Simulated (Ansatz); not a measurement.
C in space group P4_12_12 (No. 92; C on 4a, C on 8b), r²SCAN in the plane-wave PAW code Ansatz. The conduction-band minimum lies at Γ, with 1 equivalent valley. Second derivatives d²E/dk² of the lowest band at one valley (eV·Å²), along Cartesian directions:

```tsv
direction	d²E/dk²
[100]	17.85
[010]	17.85
[001]	19.17
[110]	17.84
[101]	18.50
[011]	18.50
```

Task: Find the principal effective masses, the density-of-states mass and the conductivity mass.

Result: Off-diagonal terms follow from H_xy = H[110] − (H_xx + H_yy)/2, and m*/mₑ = 7.620 eV·Å² over each eigenvalue: 0.40, 0.43, 0.43. One valley's DOS mass (m₁m₂m₃)^(1/3) = 0.42, conductivity mass 3/(Σ 1/mᵢ) = 0.42 mₑ.

Task: What effective density of states Nc follows at 300 K for parabolic valleys?

Result: Nc = 2.509e19 × 1 × (0.42)^(3/2) ≈ 6.8e18 cm⁻³.

The start of the workflow was typed in or built on a structure type; neither database checked (COD, Materials Project) lists it. It is not the phase usual at ambient conditions (space group No. 194, 227). The cell was relaxed with r²SCAN under the symmetry of its start; its stability against distortions is not shown here. The volume moved by 26 % from the start of the relaxation.

Potentials: the earlier of the program's two PAW sets.

Edges and masses are those of Kohn–Sham bands, whose gap is no quasiparticle gap.
